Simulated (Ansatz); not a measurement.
NbAs:
```xyz
2
Lattice="3.2087 0.0000 0.0000 0.0000 3.2087 0.0000 0.0000 0.0000 3.2087" Properties=species:S:1:pos:R:3 pbc="T T T"
Nb     0.0000     0.0000     0.0000
As     1.6043     1.6043     1.6043
```

Relaxed with r²SCAN. Special points in fractions of this cell's reciprocal vectors: Γ (0.000, 0.000, 0.000); X (0.000, 0.500, 0.000); M (0.500, 0.500, 0.000); R (0.500, 0.500, 0.500).

Q: List the band energies nearest the Fermi level at these points for DFT-r²SCAN with spin–orbit coupling in the program Ansatz with PAW potentials.

A: In eV from the Fermi level; about four levels below and three above (degenerate sets whole), none deeper than 8.9 eV; points with the same levels are listed once.

| k | below | above |
|---|---|---|
| Γ | -3.18 -3.18 -3.18 -3.18 -0.19 -0.19 | 0.26 0.26 0.26 0.26 |
| X | -2.37 -2.37 -2.24 -2.24 | 2.03 2.03 3.14 3.14 |
| M | -0.10 -0.10 -0.04 -0.04 | 2.00 2.00 2.13 2.13 |
| R | -6.52 -6.52 -6.52 -6.52 | 3.35 3.35 3.42 3.42 3.42 3.42 |

Space group Pm-3m (CsCl type). A made-up cell: these elements were put on the sites of a structure type; neither database checked (COD, Materials Project) lists it. COD files the formula under space group No. 109, so this cell is another polymorph or a model. Whether it is the stable phase at ambient conditions was not checked. Symmetry was held in the r²SCAN relaxation; its stability against distortions is not shown here. No spin polarisation was allowed.

Potentials: the later of the program's two PAW sets.
